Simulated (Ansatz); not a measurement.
# Elastic constants of AgPt3 at 2 GPa (stress–strain coefficients): input and output

These are results of DFT LDA, scalar-relativistic, plane waves, PAW in Ansatz 0.2.0, not measurements.

Launched with:
```bash
ansatz run input.yaml --threads 1 --pin off --max-ram 3072MiB --backend cpu --events-out ev --progress --plain --runs-dir out
```

Input (bare energies are in eV):
```yaml
crystal:
  lattice:
    - [3.9032951432, 0.0, 0.0]
    - [0.0, 3.9032951432, 0.0]
    - [0.0, 0.0, 3.9032951432]
  atoms:
    - { symbol: Ag, position: [0.0, 0.0, 0.0] }
    - { symbol: Pt, position: [0.0, 0.5, 0.5] }
    - { symbol: Pt, position: [0.5, 0.0, 0.5] }
    - { symbol: Pt, position: [0.5, 0.5, 0.0] }
basis:
  ecutwfc: 420
kpoints:
  mp_grid: { grid: [12, 12, 12] }
hamiltonian:
  xc: lda
scf:
  occupations: { method: fermi_dirac, width: 0.15 }
output:
  forces: true
  stress: true
  eigenvalues: true
elastic:
  mode: relaxed_ion
  amplitude: 0.005
  stencil: two_point
```

From the output:
```
--- Elastic constants: 2 strain directions × 2 members + reference (group order 48) ---
  dense FFT box of the reference and of every strained cell: 27×27×27
  strains applied: 11, 23; error gains: componentwise 1.00 (the most a stress slope's error grows in a printed constant), spectral 1.73 (1 for all six strains in a standard setting)
  C = ∂σ_k/∂η_j (tension-positive GPa; Voigt order 11 22 33 23 13 12):
       334.891    235.785    235.785     -0.000     -0.000     -0.000
       235.785    334.891    235.785     -0.000     -0.000     -0.000
       235.785    235.785    334.891     -0.000     -0.000     -0.000
         0.000      0.000     -0.000    104.148      0.000     -0.000
         0.000      0.000     -0.000     -0.000    104.148     -0.000
         0.000     -0.000      0.000      0.000      0.000    104.148
  reference stress σ⁰ (GPa):     -2.002     -2.002     -2.002     -0.000     -0.000      0.000
  C* (energy form; C + prestress term) asymmetry max|C*_kj − C*_jk| = 1.990e-13 GPa — a small one proves nothing (zero by symmetry where the batch's group is 432, −43m or m−3m); a large one is finite-difference/SCF noise where every solve ...
  moduli (Voigt/Reuss/Hill, GPa): K = 268.82/268.82/268.82   G = 82.31/72.29/77.30   E = 211.62   ν = 0.369
  mechanically stable: yes (min eigenvalue of sym C = 99.11 GPa)
  strain η (Voigt 11):  stress-route row diagonal C_11 = 334.89 GPa, energy-path curvature d²(F+E_count+ΔE)/dδ²/Ω₀ = 334.88 GPa
         δ    σ_11 (GPa) F (eV) n_scf n_hpsi n_pw
    -5.000e-3      -3.7028      -44193.1408299       9  150536   1189   relax 0 steps, max|allowed force component| 1.26e-29 eV/Å
     5.000e-3      -0.3539      -44193.1482908       7  127069   1193   relax 0 steps, max|allowed force component| 4.73e-30 eV/Å
  strain η (Voigt 23):  stress-route row diagonal C_44 = 104.15 GPa, energy-path curvature d²(F+E_count+ΔE)/dδ²/Ω₀ = 105.16 GPa
         δ    σ_23 (GPa) F (eV) n_scf n_hpsi n_pw
    -5.000e-3      -0.5207      -44193.1456254       7  193616   1189   relax 0 steps, max|allowed force component| 5.78e-28 eV/Å
     5.000e-3       0.5207      -44193.1456254       6  176842   1189   relax 0 steps, max|allowed force component| 2.80e-29 eV/Å
```

The run took 2.9 min on 1 thread of Arm Neoverse V1, on a shared host, peak memory 0.8 GiB.

In a metal, frequencies and elastic constants depend on the k mesh and the smearing, soft modes and shear constants most. Spin–orbit coupling is left out, which can shift energies with elements as heavy as these.